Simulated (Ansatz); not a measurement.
**Hf (Im-3m), stationary points along a deformation path**

All numbers below come from DFT r2SCAN, scalar-relativistic, plane waves, PAW (Ansatz). Cutoff 500 eV, Γ-centred 20×20×20 k-points, Gaussian smearing of 0.15 eV. Spin–orbit coupling is left out, which can shift energies with elements as heavy as these. No spin polarisation. Energies are free energies at this smearing, counted from the undisturbed cell; pressure is positive in compression.

Reference structure (as given, not relaxed at this level; it stands at -5.4 GPa; this bcc form isn't the usual structure):

```
CELL_PARAMETERS angstrom
-1.80500 1.80500 1.80500
1.80500 -1.80500 1.80500
1.80500 1.80500 -1.80500
ATOMIC_POSITIONS crystal
Hf 0.00000 0.00000 0.00000
```

At fixed volume and fractional coordinates, lengths along (0.577, 0.577, 0.577) are scaled against those across it; ρ is that ratio over its starting value. V = 23.523 Å³/atom. Δσ is the stress along the axis less the mean stress across it (compression positive).

| ρ | ΔE (meV/atom) | Δσ (GPa) | space group |
| --- | --- | --- | --- |
| 0.500 | 4938.3 | 246.38 | R-3m |
| 0.710 | 541.6 | 49.35 | R-3m |
| 1.000 | 0.0 | 0.00 | Im-3m |
| 1.410 | 472.3 | -18.78 | R-3m |
| 2.000 | 981.2 | 0.00 | Pm-3m |

**Question.** How does the stress give the slope of the energy, and where is the energy stationary?

**Answer.** Along the path d ln(length) is 2/3 d ln ρ on the axis and −1/3 d ln ρ across it, so dE/d ln ρ = −(2/3) V Δσ: the energy falls with ρ where Δσ is positive. Δσ vanishes or changes sign at ρ = 1.000 (Im-3m), a minimum at 0.0 meV/atom; at ρ = 2.000 (Pm-3m, an end of the scan), at 981.2 meV/atom. Pairs of stationary points between two samples would go unseen, and could change a minimum read from distant neighbours into a maximum. At ρ = 1.000, 2.000 the cell is cubic, where symmetry alone makes the stress isotropic and the slope zero.

In a metal these slopes depend on the k mesh and the smearing.